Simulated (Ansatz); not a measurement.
Nuclear-site quantities of Na as the cell is scaled

```xyz
2
Lattice="3.7670 0.0000 0.0000 -1.8835 3.2623 0.0000 0.0000 0.0000 6.1540" Properties=species:S:1:pos:R:3 pbc="T T T"
Na    0.0000    2.1749    1.5385
Na    1.8835    1.0874    4.6155
```

Atom numbers follow the list: Na1, Na2.

The structure is an experimental refinement, used without relaxation.

The calculation used Ansatz 0.2.0, DFT, PBEsol, all-electron PAW with datasets made for the crystal, scalar-relativistic.

Settings: a Γ-centred 13×13×7 k mesh, Fermi–Dirac smearing of 0.05 eV, cutoff 160 eV (chosen by the program for this cell), no spin polarisation.

The contact density is the mean electron density over the nuclear volume; its changes follow the s electrons' response to bonding and compression. Changes below are taken from the unscaled cell, where it is 5881.17 e/Å³ at Na1.

```tsv
V/V(cell)	P (GPa)	Δρ(0) Na1 (e/Å³)
0.9400	0.2	?
0.9600	0.0	0.10
0.9800	-0.1	0.05
0.9900	-0.2	0.02
1.0000	-0.3	0.00
1.0100	-0.3	-0.02
1.0200	-0.4	-0.05
1.0400	-0.5	?
1.0600	-0.6	?
```

(1) What belongs in the row "1.0600", column "Δρ(0) Na1 (e/Å³)"?

(2) Fill in "Δρ(0) Na1 (e/Å³)" for the row "1.0400".

(3) Fill in "Δρ(0) Na1 (e/Å³)" for the row "0.9400".

The datasets are made afresh for each cell, so very small changes are uncertain.

## Answers

(1) -0.13.

(2) -0.09.

(3) 0.16.
